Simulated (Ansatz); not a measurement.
Structure: Ga4SbP3, ordered on the wurtzite lattice (P3m1) with 8 atoms a cell, at its r2SCAN minimum. The symmetry is P3m1 (No. 156, trigonal); conventional cell a = 3.963 Å, c = 13.092 Å, 22.26 Å³ an atom. P has 4 Ga at 2.38–2.40 Å; P has 4 Ga at 2.35–2.41 Å; P has 4 Ga at 2.38–2.41 Å; Sb has 4 Ga at 2.54–2.65 Å; Ga has 4 P at 2.38–2.41 Å; Ga has 1 P at 2.35 Å and 3 Sb at 2.54 Å; Ga has 3 P at 2.40 Å and 1 Sb at 2.65 Å.

The questions ask for values computed with Ansatz 0.2.0 on this geometry. No magnetic order and no zero-point or thermal motion; the cell was built from a prototype and may be hypothetical.

(1) What gap does PBE give, and where are the band edges?

(2) Estimate the gap with PBE+SOC on 12×12×2.

(3) What does r2SCAN give for the gap (12×12×2 mesh)?

(4) How does the gap change from PBE to HSE06 (6×6×2)?

Results:

(1) With PBE the bands overlap by 0.09 eV (counted from 1, band 41 peaks at Γ and band 42 bottoms out at A–L (0.10 of the way from A)): no gap.

(2) With PBE+SOC the gap is 0.12 eV and direct, at A–L (0.10 of the way from A).

(3) r2SCAN gives no gap: the lowest nominally empty band dips 0.02 eV below the top of the last filled one (its bottom at A, the top at Γ), so the cell is a metal or semimetal at this level.

(4) HSE06 gives a direct gap of 0.20 eV at Γ.

Only the levels marked +SOC include spin-orbit coupling.

The meshes of the hybrids are coarse, so their gaps aren't converged to the digits shown.

Small gaps with spin-orbit coupling can be splittings of inverted bands, not the fundamental gap; semilocal functionals often invert bands that the real crystal keeps in order.
